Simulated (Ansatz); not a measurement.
Cu, bcc: geometry optimisation

The calculation used Ansatz 0.2.0, DFT, PBEsol, plane waves (420 eV) with PAW, scalar-relativistic. The PAW files were generated under PBE, with cores re-solved for the functional.

k-point mesh 15×15×15, Fermi-Dirac smearing 0.1 eV, no spin polarisation. Cell and atoms relax.

Starting structure:

```
CELL_PARAMETERS angstrom
-1.43460 1.43460 1.43460
1.43460 -1.43460 1.43460
1.43460 1.43460 -1.43460
ATOMIC_POSITIONS crystal
Cu 0.00000 0.00000 0.00000
```

**Question.** What cell does the relaxation end in?

**Answer.** Im-3m with a = 2.832 Å; 11.35 Å³ per atom against 11.81 at the start (-3.9 %).

**Question.** How much energy does the relaxation gain?

**Answer.** 8.7 meV per atom.

Path of the relaxation (the plane waves are chosen anew near the end, which can shift the energy a little):

| step | E − E(final) (meV/atom) | V (Å³/atom) | P (GPa) | max force (eV/Å) |
| --- | --- | --- | --- | --- |
| 0 | 8.72 | 11.810 | -5.90 | 0.000 |
| 1 | 1.89 | 11.572 | -3.01 | 0.000 |
| 2 | -0.36 | 11.334 | 0.27 | 0.000 |
| 3 | -0.36 | 11.353 | 0.00 | 0.000 |
| 4 | 0.00 | 11.353 | 0.03 | 0.000 |
